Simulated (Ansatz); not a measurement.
Starting cell, Zn (hcp, Mg type):

```
Zn
1.0
    2.62263     0.00000     0.00000
   -1.31132     2.27126     0.00000
    0.00000     0.00000    10.37737
Zn
4
Cartesian
  0.00000   1.51418   3.89151
  0.00000   1.51418   9.08020
  1.31132   0.75709   1.29717
  1.31132   0.75709   6.48586
```

The atoms are displaced by Q × the pattern below (from a DFPT mode at A = (0.0, 0.0, 0.5), largest move 1; Q in Å), at fixed cell. It is one choice among 2 degenerate patterns. (q is in reciprocal vectors of the primitive cell; the cell shown is doubled to hold the pattern.)

```csv
atom,x,y,z
Zn1,0.000,0.000,1.000
Zn2,0.000,0.000,-1.000
```

Atoms not listed stay in place.

The numbers are results of PBE (plane waves to 420 eV, PAW, scalar-relativistic; Ansatz, a first-principles code), not measurements. k mesh 20×20×5 (Γ-centred), Fermi-Dirac smearing 0.05 eV. The energy includes the smearing's −TS. With partly filled bands, energies and forces of such displacements shift with the k mesh and the smearing. Zn was relaxed with its symmetry unable to fall. The zero of ΔE is the undisplaced structure. The last digit holds for this mesh only.

```csv
Q (Å),ΔE (meV/cell)
-0.2800,118.8
-0.2333,81.6
-0.1867,51.9
-0.1400,29.2
-0.0933,withheld
-0.0467,3.2
0.0000,0.0
0.0467,3.2
0.0933,withheld
0.1400,29.2
0.1867,51.9
0.2333,81.6
0.2800,118.8
```

### Question
Fit an even polynomial form (powers 2, 4) to the given rows and predict ΔE at Q = -0.0933.

### Answer
Least squares on the 11 given rows: ΔE = (1470)·Q² + (567.8)·Q⁴, in meV/cell with Q in Å; root-mean-square residual 0.09 meV/cell. At -0.0933 the fit gives 12.8 meV/cell; the calculation gives 13.0 meV/cell, so the interpolation is off by -0.2 (-1.5 %). The quadratic term alone would give 12.8 meV/cell.

(For displaced atoms, the force is minus the slope of the energy, and its curvature is a force constant, which sets phonon frequencies.)
